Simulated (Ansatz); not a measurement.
One crystal and one scan (scan of one atom of the cell) at two levels, PBE (plane waves to 420 eV, PAW, scalar-relativistic; Ansatz, a program for electronic structure) and r2SCAN (plane waves to 500 eV, PAW, scalar-relativistic; Ansatz), each from its own relaxed cell and on its own mesh. The cell shown is that of PBE.

Relaxed AlNi (CsCl type):

```xyz
2
Lattice="2.8927 0.0000 0.0000 0.0000 2.8927 0.0000 0.0000 0.0000 2.8927" Properties=species:S:1:pos:R:3 pbc="T T T"
Al     0.0000     0.0000     0.0000
Ni     1.4463     1.4463     1.4463
```

Scan: atom 2 (Ni, nearest neighbour Al at 2.505 Å; its periodic images, 2.9 Å or more away, move with it) is displaced along Cartesian [111], direction (0.577, 0.577, 0.577) in Cartesian axes, by s. The other atoms stay.

Energies are smeared free energies. AlNi is run without spin polarisation. AlNi was relaxed with its symmetry unable to fall. The PAW data are Ansatz's earlier set. With partly filled bands, energies and forces of such displacements shift with the k mesh and the smearing. Both scans cover s from -0.250 to 0.250 Å.

ΔE (meV/cell), each from the undisplaced structure of its own level:

| s (Å) | PBE | r2SCAN |
|---|---|---|
| -0.250 | 190 | withheld |
| -0.200 | 118 | 135 |
| -0.150 | 65 | 74 |
| -0.100 | 29 | 33 |
| -0.050 | 7 | 8 |
| 0.000 | 0 | 0 |
| 0.050 | 7 | 8 |
| 0.100 | 29 | 33 |
| 0.150 | 65 | 74 |
| 0.200 | 118 | 135 |
| 0.250 | 190 | withheld |

Task: Estimate the r2SCAN value at -0.250 from the PBE value there and the ratio of the two levels in the two nearest given rows on that side of the minimum.

Result: At -0.200 and -0.150 the ratio r2SCAN/PBE averages 1.141, which gives 1.141 × 190 = 217 meV/cell. The calculation gives 215 meV/cell, +13.2 % against PBE.

(For displaced atoms, the force is minus the slope of the energy, and its curvature is a force constant, which sets phonon frequencies.)
